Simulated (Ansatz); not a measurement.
The start is a relaxed Ni cell, doubled along one cell vector, shaken by Gaussian noise of σ = 0.08 Å a coordinate. Cell shape, volume and atoms are optimised at zero target pressure with PBE (plane waves to 420 eV, PAW, scalar-relativistic; Ansatz, a program for electronic structure). The first steps use a coarse 7×14×14 k-mesh.

Starting cell:
```yaml
crystal:
  lattice:
    - [4.65967, 0.00000, 0.00000]
    - [0.00000, 2.32983, 0.00000]
    - [0.00000, 0.00000, 2.32983]
  atoms:
    - { symbol: Ni, position: [0.99709, 0.99953, 0.95301] }
    - { symbol: Ni, position: [0.49079, 0.95715, 0.96815] }
```
Spin-polarised start, with parallel moments on Ni.

```yaml
largest_initial_force: 0.24 eV/Å, on Ni1, Ni2 (atoms numbered as listed)
volume_change: -13.9 %, from 12.65 to 10.89 Å³/atom
relative_to_the_parent: "It does not go back: it reaches Fm-3m (No. 225), fcc (Cu type), 0.71 eV/atom below the parent"
Shortest distances (start → end): "The closest pairs of elements (up to four, under 3.6 Å), start → end: Ni–Ni 2.30 → 2.49 Å"
band_gap_at_the_end: no gap (metallic)
optimiser_moves: 17
```

It ends as:

Space group Fm-3m (No. 225); a = 3.5184 Å, b = 3.5184 Å, c = 3.5184 Å, α = 90.00°, β = 90.00°, γ = 90.00°

```csv
atom,site,symmetry,x,y,z
Ni,4b,m-3m,0.5000,0.5000,0.5000
```
(The calculation used a cell of 1 atom; values per cell refer to that cell.)

Final values are on a 23×23×23 k-mesh of the relaxed cell. Spin state reached: ferromagnetic (net 0.63 μB/atom), from parallel starting moments; other spin orders were not run from this start.

The run could not lose the symmetry of its start.

Of the parent cell (Pm-3m (No. 221)): it is a generated cell of Ni: the first start was made by placing the elements on the sites of a structure type, and the end was not matched to a known phase here, so it may be hypothetical. Known forms of Ni include space group No. 225.
